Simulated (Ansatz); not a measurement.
These are results of Ansatz 0.2.0, DFT PBE, scalar-relativistic, plane waves, PAW, and for the lanthanide a 4f-in-core norm-conserving potential, not measurements. Settings: cutoff 630 eV, Γ-centred meshes spaced at most about 0.3 Å⁻¹, and about 0.25 Å⁻¹ or finer for metals (2π included), Gaussian smearing. No spin polarisation in the final relaxations.

All energies are static (0 K, no zero-point motion).

Two forms of Dy4Au were relaxed alike.

A.

```xyz
5
Lattice="5.5710 0.0000 0.0000 0.0000 5.5710 0.0000 0.0000 0.0000 5.5710" Properties=species:S:1:pos:R:3 pbc="T T T"
Dy    1.5695    1.5695    1.5695
Dy    4.0014    4.0014    1.5695
Dy    1.5695    4.0014    4.0014
Dy    4.0014    1.5695    4.0014
Au    0.0000    0.0000    0.0000
```

B.

```xyz
5
Lattice="6.3293 0.0000 0.0000 -3.1647 5.4814 0.0000 0.0000 0.0000 5.2928" Properties=species:S:1:pos:R:3 pbc="T T T"
Dy    3.1647    0.0000    0.0000
Dy   -1.5823    2.7407    0.0000
Dy    1.5823    2.7407    0.0000
Dy    0.0000    0.0000    2.6464
Au    0.0000    0.0000    0.0000
```

Question: Which form is favoured at zero pressure, and by what margin per atom?

Answer: A is lower, by 98 meV/atom. A has space group P-43m (No. 215), 34.6 Å³/atom and no gap on its mesh; B has space group P6/mmm (No. 191), 36.7 Å³/atom and no gap. Counting all near atoms (those within 1.25 times the shortest distance at each site; a plus sign parts nearer from farther groups; a slash parts the counts of unlike sites), A has Dy 1, Au 4 and B has Dy 2/6, Au 2+6. The denser one is the lower, and pressure would at first widen the difference. Even the lower one lies +0.15 eV/atom against the reference forms of the elements (uncorrected), so neither is stable at this level. In A, Dy has 1 Au at 2.72 Å, 3 Dy at 3.44 Å and 6 Dy at 3.97 Å; Au has 4 Dy at 2.72 Å. In B, around Dy on a site of symmetry mmm lie 4 Dy at 3.16 Å, 2 Au at 3.16 Å and 4 Dy at 4.13 Å; Dy on a site of symmetry 6/mmm is surrounded by 2 Au at 2.65 Å and 12 Dy at 4.13 Å; around Au lie 2 Dy at 2.65 Å and 6 Dy at 3.16 Å. Both come from invented guesses. A third cell relaxed alike, in Im-3m, lies 56 meV/atom below the lower of the two.

These runs have no spin–orbit coupling, which can matter for Au. A magnetic state wasn't ruled out in cells without spin, among them P-43m. Cells relaxed within their symmetry can be saddle points.

The lanthanide is trivalent by construction, without f bands, f moments or other valences.
